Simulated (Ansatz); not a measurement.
Total density of states per atom from PBE in the plane-wave PAW code Ansatz, in 0.25 eV bins, energy from the Fermi level:

```
E (eV) | states/eV/atom
    -7.85 |  0.08
    -7.60 | # 0.17
    -7.35 | # 0.19
    -7.10 | # 0.22
    -6.85 | ## 0.28
    -6.60 | ## 0.31
    -6.35 | # 0.24
    -6.10 | # 0.20
    -5.85 | # 0.21
    -5.60 | ## 0.37
    -5.35 | ## 0.40
    -5.10 | ## 0.42
    -4.85 | # 0.28
    -4.60 | ############################## 5.57
    -4.35 | # 0.23
    -4.10 | ### 0.54
    -3.85 | ######### 1.71
    -3.60 | ############## 2.53
    -3.35 | ############ 2.15
    -3.10 | #### 0.83
    -2.85 | ### 0.51
    -2.60 | ### 0.48
    -2.35 | ### 0.48
    -2.10 | ## 0.38
    -1.85 | ### 0.55
    -1.60 | ### 0.64
    -1.35 | ### 0.59
    -1.10 | ### 0.50
    -0.85 | ### 0.46
    -0.60 | ## 0.40
    -0.35 | ## 0.36
    -0.10 | ## 0.34
     0.15 | ## 0.32
     0.40 | ########## 1.82
     0.65 | ##################### 3.82
     0.90 | ## 0.38
     1.15 | ## 0.44
     1.40 | ## 0.42
     1.65 | ### 0.61
     1.90 | ### 0.60
     2.15 | ### 0.63
     2.40 | #### 0.65
     2.65 | #### 0.68
     2.90 | #### 0.68
     3.15 | ### 0.54
     3.40 | #### 0.66
     3.65 | #### 0.66
     3.90 | ### 0.62
     4.15 | #### 0.68
     4.40 | #### 0.67
     4.65 | #### 0.68
     4.90 | #### 0.67
```

Problem. Pick the material that matches.
(A) GaN, zinc blende
(B) Al2Cu, I4/mcm (Cu on 4a, Al on 8h)
(C) Cu, diamond
(D) GdGa3Cu, I4mm (Gd on 2a, Cu on 2a, Ga on 4b, Ga on 2a)

Solution. D, GdGa3Cu, I4mm (Gd on 2a, Cu on 2a, Ga on 4b, Ga on 2a). Within 0.5 eV of the Fermi level: Gd 4f 57 %, Ga 4p 19 %, Gd 5d 15 %. Projections are on Löwdin-orthogonalised atomic valence shells; empty p or d shells of many metals are not among them.

The workflow started from an entry of the Crystallography Open Database (COD, 293 K). Its standing as an ambient phase is unchecked. The PBE relaxation kept the symmetry of its start; whether a distortion lowers the energy is not shown. The final state is ferromagnetic, the only order run, not a proven ground state. The 4f shell is in the valence, and the state reached may lie above the lowest one. No Hubbard U is applied. Scalar-relativistic: spin–orbit coupling is off unless named, which matters more the heavier the elements.

Potentials: the later of the program's two PAW sets.
